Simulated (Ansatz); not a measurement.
AlPt:
```xyz
8
Lattice="4.8783 0.0000 0.0000 0.0000 4.8783 0.0000 0.0000 0.0000 4.8783" Properties=species:S:1:pos:R:3 pbc="T T T"
Al     4.1179     4.1179     4.1179
Al     3.1995     0.7604     1.6788
Al     1.6788     3.1995     0.7604
Al     0.7604     1.6788     3.1995
Pt     0.7556     0.7556     0.7556
Pt     1.6836     4.1227     3.1947
Pt     3.1947     1.6836     4.1227
Pt     4.1227     3.1947     1.6836
```

Relaxed with r²SCAN. Special points in fractions of this cell's reciprocal vectors: Γ (0.000, 0.000, 0.000); X (0.000, 0.500, 0.000); M (0.500, 0.500, 0.000); R (0.500, 0.500, 0.500); X1 (0.500, 0.000, 0.000).

Q: List the band energies nearest the Fermi level at these points for the program Ansatz at the r²SCAN level (PAW).

A: In eV from the Fermi level; about four levels below and three above (degenerate sets whole), none deeper than 8.9 eV; points with the same levels are listed once.

```
k                                below                above
-  -----------------------------------  -------------------
Γ  -1.86 -1.86 -1.86 -0.23 -0.23 -0.23       4.53 4.53 4.53
X              -1.60 -1.60 -0.72 -0.72  1.31 1.31 2.95 2.95
M              -2.53 -2.53 -2.34 -2.34  0.36 0.36 1.41 1.41
R              -0.85 -0.85 -0.85 -0.85  7.09 7.09 7.09 7.09
```

Space group P2_13. The workflow started from a Materials Project entry (that database holds measured and hypothetical structures alike); the Crystallography Open Database copy checked does not list it. With Al and Pt taken as one species the cell has the higher symmetry Pa-3, so it may be an ordered model of a mixed-site phase. Whether it is the stable phase at ambient conditions was not checked. The r²SCAN relaxation kept the symmetry of its start; of distortions, only those at the zone centre were tested. The run is not spin-polarised. Scalar-relativistic: spin–orbit coupling is off unless named, which matters more the heavier the elements.

Potentials: the later of the program's two PAW sets.
